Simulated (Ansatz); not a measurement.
BAs:
```
BAs
1.0
    0.00000     2.40456     2.40456
    2.40456     0.00000     2.40456
    2.40456     2.40456     0.00000
As B
1 1
Direct
  0.75000   0.75000   0.75000
  0.00000   0.00000   0.00000
```

x, y and z are the axes in which the lattice vectors are written.

Task: Give the proper piezoelectric stress tensor with relaxed ions from DFT-PBE in the program Ansatz with PAW potentials.

Result: In C/m², rows x, y, z, Voigt columns; mesh uncertainty up to 0.01.
```
0.00  0.00  0.00  0.15  0.00  0.00
0.00  0.00  0.00  0.00  0.15  0.00
0.00  0.00  0.00  0.00  0.00  0.15
```

The elastic tensor of the same run (GPa):

```
 267  63.7  63.7   0.0   0.0   0.0
63.7   267  63.7   0.0   0.0   0.0
63.7  63.7   267   0.0   0.0   0.0
 0.0   0.0   0.0   145   0.0   0.0
 0.0   0.0   0.0   0.0   145   0.0
 0.0   0.0   0.0   0.0   0.0   145
```

Task: Convert to strain constants d = e·S.

Result: In pC/N:
```
0.0  0.0  0.0  1.1  0.0  0.0
0.0  0.0  0.0  0.0  1.1  0.0
0.0  0.0  0.0  0.0  0.0  1.1
```

Space group F-43m (zinc blende). The cell was relaxed with PBE under the symmetry of its start; phonons on a q-mesh show no instability.

Potentials: the later of the program's two PAW sets.
